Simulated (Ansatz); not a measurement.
**Fe3CoGe4: rattling a relaxed structure**

It was reached by relaxing an invented guess, and it needn't be the stable form of this composition.

Theory: Ansatz, DFT PBE, scalar-relativistic, plane waves, PAW. Settings: cutoff 420 eV, Γ-centred mesh 10×10×8 on the computed 8-atom cell, Gaussian smearing of 0.10 eV; collinear spin from starting moments 0.0 0.0 0.0 0.0 2.0 2.2 2.2 0.8 μB.

The cell below (8 atoms, space group C2/m (No. 12)) is relaxed within its symmetry.

```
CELL_PARAMETERS angstrom
5.98397 -1.96244 0.00000
5.98397 1.96244 0.00000
-1.24089 0.00000 4.73205
ATOMIC_POSITIONS crystal
Ge 0.18438 0.18438 0.84319
Ge 0.81562 0.81562 0.15681
Ge 0.42930 0.42930 0.69925
Ge 0.57069 0.57069 0.30075
Fe 0.00000 0.00000 0.00000
Fe 0.79352 0.79352 0.63885
Fe 0.20648 0.20648 0.36115
Co 0.00000 0.00000 0.50000
```

For the test it was strained at random (σ = 1.5 % a component), the atoms were moved at random (σ = 0.05 Å), and all was relaxed again on a coarse 6×6×6 mesh (in the run’s order of axes) with 0.20 eV smearing, with no symmetry imposed.

The magnetic state reached may not be the lowest.

Question: Does it come back?

Answer: It returns, within 1 meV/atom of the unmoved cell on that mesh and with the same symmetry when read at 0.1 Å. So it is stable against the distortions that fit this cell and that this random move excites. Modes that don't fit the cell aren't tested.
